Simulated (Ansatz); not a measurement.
All-electron LAPW in Ansatz 0.2.0 under PBE, scalar-relativistic, energies extrapolated to zero smearing. Slabs are 1×1 cells cut from bulk crystals relaxed on PAW files, with atoms then relaxed, 16 to 20 Å of vacuum, a dipole correction, k spacings of 0.16 to 0.26 Å⁻¹ and smearing of 0.02 to 0.1 eV, without spin–orbit coupling or spin polarisation. The bulk type named needn't be the stable one, and no reconstruction is allowed.

```tsv
slab	area (Å²)	γ (J/m²)	Φ (eV)	Δd12 (%)
fcc Au (110), 5 layers	12.22	0.90	4.91	-11.6
fcc Au (111), 3 layers	7.49	0.71	5.20	?
fcc Au (110), 1 layer	12.22	1.09	6.22	–
fcc Au (100), 1 layer	8.64	0.82	5.95	–
fcc Au (111), 4 layers	7.49	0.74	5.32	?
```

**Question.** What belongs in the row "fcc Au (111), 4 layers", column "Δd12 (%)"?

**Answer.** 0.8.

**Question.** Give the missing entry: row "fcc Au (111), 3 layers", column "Δd12 (%)".

**Answer.** 0.6.
